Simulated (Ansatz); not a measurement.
Al2W:
Space group Fddd, origin choice 1 (No. 70); a = 4.928 Å, b = 8.288 Å, c = 8.901 Å, α = β = γ = 90.00°

```json
[
 {"atom": "Al", "site": "16f", "symmetry": ".2.", "x": "0.0000", "y": "0.1667", "z": "0.0000"},
 {"atom": "W", "site": "8b", "symmetry": "222", "x": "0.5000", "y": "0.5000", "z": "0.5000"}
]
```
(The calculation used a cell of 6 atoms; values per cell refer to that cell.)

Relaxed at zero pressure with r²SCAN (plane waves, PAW; program Ansatz).

### Question
The volume is raised by 6 % and shape and atoms relax at that volume. What pressure results, and how do the axes share the change?

### Answer
-8.9 GPa; a 2.0 %, b 2.3 %, c 1.6 %; the energy rises by 26 meV/atom.

### Question
Give the new structure.

### Answer

Space group Fddd, origin choice 1 (No. 70); a = 5.028 Å, b = 8.478 Å, c = 9.040 Å, α = β = γ = 90.00°

| atom | site | symmetry | x | y | z |
|---|---|---|---|---|---|
| Al | 16f | .2. | 0.0000 | 0.1677 | 0.0000 |
| W | 8b | 222 | 0.5000 | 0.5000 | 0.5000 |

The phase is kept; no other phase was compared at this pressure.

The start of the workflow was typed in or built on a structure type; neither database checked (COD, Materials Project) lists it. Whether it is the stable phase at ambient conditions was not checked. The r²SCAN relaxation kept the symmetry of its start; whether a distortion lowers the energy is not shown. The run is not spin-polarised. Axis ratios of metals converge slowly with the k-mesh, so a and c are less sure than the volume. Spin–orbit coupling is left out wherever it is not named.

Potentials: the earlier of the program's two PAW sets. The files were generated under PBE; for other functionals the program regenerates the frozen cores, and for LDA and PBEsol the local potential too.
